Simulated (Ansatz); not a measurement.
**TaSbSe and the effect of the functional**

The cell as given:

```
CELL_PARAMETERS angstrom
3.62961 0.00000 0.00000
0.00000 3.62961 0.00000
0.00000 0.00000 5.63455
ATOMIC_POSITIONS crystal
Ta 0.00000 0.00000 0.00000
Sb 0.00000 0.00000 0.50000
Se 0.50000 0.50000 0.00000
```

The cell comes from a database or a generator and needn't be the stable form of this composition.

Kept alike: task relaxation of cell and atoms; k mesh 7 × 7 × 5; occupations fermi-dirac, width 0.05 eV; no spin polarisation. Program: Ansatz, Ansatz PAW, cutoff 420 eV. The mesh is that of the run's cell of 3 atoms. No spin-orbit coupling.

| run | volume (Å³/atom) | first edge of the run's cell (Å) | third edge of the run's cell (Å) |
| --- | --- | --- | --- |
| A | 25.234 | 3.653 | 5.672 |
| B | 24.723 | 3.627 | 5.639 |
| C | 23.768 | 3.577 | 5.573 |
| D | 25.094 | 3.646 | 5.663 |
| E | 23.278 | 3.552 | 5.534 |
| F | 26.212 | 3.711 | 5.709 |

The relaxations keep at least the cell's symmetry (P4/mmm). For a metal such a mesh leaves the last digits unconverged. Relaxations stop with a little pressure left, so the last digits of a volume or edge aren't settled. All rows use potentials made for PBE.

**Question.** The runs differ in the functional alone: BLYP; LDA; PBE; PBEsol; RPBE; revPBE. Which run is which?

**Answer.** Run A is RPBE; run B is PBE; run C is PBEsol; run D is revPBE; run E is LDA; run F is BLYP. The volume runs from 23.278 (LDA) to 26.212 Å³/atom (BLYP). From PBE: BLYP +1.489; LDA -1.445; PBEsol -0.955; RPBE +0.511; revPBE +0.371. The first edge of the run's cell runs from 3.552 (LDA) to 3.711 Å (BLYP). From PBE: BLYP +0.084; LDA -0.075; PBEsol -0.050; RPBE +0.026; revPBE +0.019. The third edge of the run's cell runs from 5.534 (LDA) to 5.709 Å (BLYP). From PBE: BLYP +0.070; LDA -0.105; PBEsol -0.066; RPBE +0.033; revPBE +0.024.
